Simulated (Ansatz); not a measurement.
Cells of BP relaxed with r2SCAN (plane waves to 500 eV, PAW, scalar-relativistic; Ansatz, a first-principles code), each with a space-group label. One label is wrong.

**A**, labelled Pm-3m (No. 221)
```
CELL_PARAMETERS angstrom
      3.19841     0.00000     0.00000
     -1.59921     2.76991     0.00000
      0.00000     0.00000    10.53025
ATOMIC_POSITIONS crystal
  B  0.00000 0.00000 0.99937
  B  0.00000 0.00000 0.49937
  B  0.66667 0.33333 0.75081
  B  0.33333 0.66667 0.25081
  P  0.00000 0.00000 0.81325
  P  0.00000 0.00000 0.31326
  P  0.66667 0.33333 0.56219
  P  0.33333 0.66667 0.06219
```

**B**, labelled C2/m (No. 12)
```yaml
crystal:
  lattice:
    - [2.32395, -2.15528, 0.00000]
    - [2.32395, 2.15528, 0.00000]
    - [-0.11668, 0.00000, 6.01342]
  atoms:
    - { symbol: B, position: [0.78944, 0.21056, 0.00000] }
    - { symbol: B, position: [0.21056, 0.78944, 0.00000] }
    - { symbol: P, position: [0.70672, 0.70672, 0.21109] }
    - { symbol: P, position: [0.29328, 0.29328, 0.78891] }
```

**C**, labelled P-6m2 (No. 187)
```xyz
2
Lattice="3.0231 0.0000 0.0000 -1.5116 2.6181 0.0000 0.0000 0.0000 2.6289" Properties=species:S:1:pos:R:3 pbc="T T T"
B      0.0000     0.0000     0.0000
P      1.5116     0.8727     1.3144
```

**D**, labelled P6₃/mmc (No. 194)
```xyz
4
Lattice="3.0759 0.0000 0.0000 -1.5379 2.6638 0.0000 0.0000 0.0000 5.0451" Properties=species:S:1:pos:R:3 pbc="T T T"
B      0.0000     0.0000     0.0000
B      0.0000     0.0000     2.5225
P      0.0000     1.7758     1.2613
P      1.5379     0.8879     3.7838
```

Task: Which label is wrong, and what should it be (tolerance 0.01 Å)?

Result: A: its symmetry is P6₃mc (No. 186), hP8, AFLOW prototype AB_hP8_186_ab_ab (B5, as in SiC); a = b = 3.198 Å, c = 10.530 Å, α = β = 90.00°, γ = 120.00°.

Each run could gain symmetry but not lose that of its start, so entries can be saddle points. All of these are generated cells (placed on structure types, drawn at random, substituted or restacked) that were not matched to a known phase here.

No spin polarisation in the result.
